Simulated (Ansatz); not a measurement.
According to plane-wave PAW PBEsol (Ansatz code), Na in the diamond structure (Fd-3m) relaxes to a = 7.485 Å. Na has 4 nearest neighbours from 3.24 Å (tetrahedral).

Electronic character: metallic (no gap).

An equation-of-state fit gives a bulk modulus of 3.1 GPa. The relaxed-ion elastic constants in GPa are C11 = 0.0, C12 = 4.7, C44 = -6.8. The highest mode at Γ lies at 118 cm⁻¹.

The start of the workflow was typed in or built on a structure type; neither database checked (COD, Materials Project) lists it. It is not the phase usual at ambient conditions (space group No. 229). The PBEsol relaxation kept the symmetry of its start. At this level the phase is mechanically unstable. As this level gives no gap, shear constants depend on the k-mesh and smearing (Fermi–Dirac, 0.1 eV here). As this level gives no gap, phonon frequencies hold no LO–TO term and depend on the k-mesh and smearing (Fermi–Dirac, 0.1 eV here).

Potentials: the later of the program's two PAW sets.
